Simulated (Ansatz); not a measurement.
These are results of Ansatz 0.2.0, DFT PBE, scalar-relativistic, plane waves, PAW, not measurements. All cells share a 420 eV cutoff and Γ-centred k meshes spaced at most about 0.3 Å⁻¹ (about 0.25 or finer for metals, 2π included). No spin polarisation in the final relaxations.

Temperature and zero-point effects are left out.

Two forms of LaY4F were relaxed alike.

1.

Space group P-6m2 (No. 187). a = 7.650 Å, b = 7.650 Å, c = 3.659 Å, α = 90.00°, β = 90.00°, γ = 120.00°
```csv
atom,site,symmetry,x,y,z
La,1e,-6m2,0.6667,0.3333,0.0000
Y,1c,-6m2,0.3333,0.6667,0.0000
Y,3k,mm2,0.7101,0.8551,0.5000
F,1a,-6m2,0.0000,0.0000,0.0000
```

2.

Space group P4/mmm (No. 123). a = 4.997 Å, b = 4.997 Å, c = 7.317 Å, α = 90.00°, β = 90.00°, γ = 90.00°
```csv
atom,site,symmetry,x,y,z
La,1a,4/mmm,0.0000,0.0000,0.0000
Y,4i,2mm.,0.5000,0.0000,0.7327
F,1d,4/mmm,0.5000,0.5000,0.5000
```

**Question.** Which form is favoured at zero pressure, and by what margin per atom?

**Answer.** Cell 1 is lower, by 227 meV/atom. Cell 1 has space group P-6m2 (No. 187), 30.9 Å³/atom and no gap on its mesh; cell 2 has space group P4/mmm (No. 123), 30.5 Å³/atom and no gap. Counting La or Y atoms around F (for each partner element, those within 1.25 times its shortest distance or 1.15 times the sum of covalent radii, where it is the nearest in units of that sum or under 1.3; the shortest distance is added where it exceeds 1.18 times the sum of covalent radii), cell 1 has F 6 and cell 2 has F 8 from 3.0 Å. Both come from invented guesses.

A magnetic state wasn't ruled out in cells without spin, among them P-6m2. Cells relaxed within their symmetry can be saddle points.
